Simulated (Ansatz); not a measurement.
Input:

BePd:
```xyz
2
Lattice="2.7974 0.0000 0.0000 0.0000 2.7974 0.0000 0.0000 0.0000 2.7974" Properties=species:S:1:pos:R:3 pbc="T T T"
Be     0.0000     0.0000     0.0000
Pd     1.3987     1.3987     1.3987
```

This is the PBEsol-relaxed structure.

All from the program Ansatz at the PBEsol level (PAW), unless another level is named. Estimate the Hill bulk and shear moduli.

191 and 50.3 GPa.

Predict the elastic constants (relaxed ions, GPa).

C11 = 220, C12 = 177, C44 = 88.9.

Space group Pm-3m (CsCl type). The first step of the workflow began from a Materials Project structure, measured or hypothetical; the Crystallography Open Database files this formula in space group No. 221, but the cells were not matched. Whether it is the stable phase at ambient conditions was not checked. The cell was relaxed with PBEsol under the symmetry of its start; of distortions, only those at the zone centre were tested. No spin polarisation was allowed. As this level gives no gap, shear constants depend on the k-mesh and smearing (Fermi–Dirac, 0.1 eV here).

Potentials: the later of the program's two PAW sets.
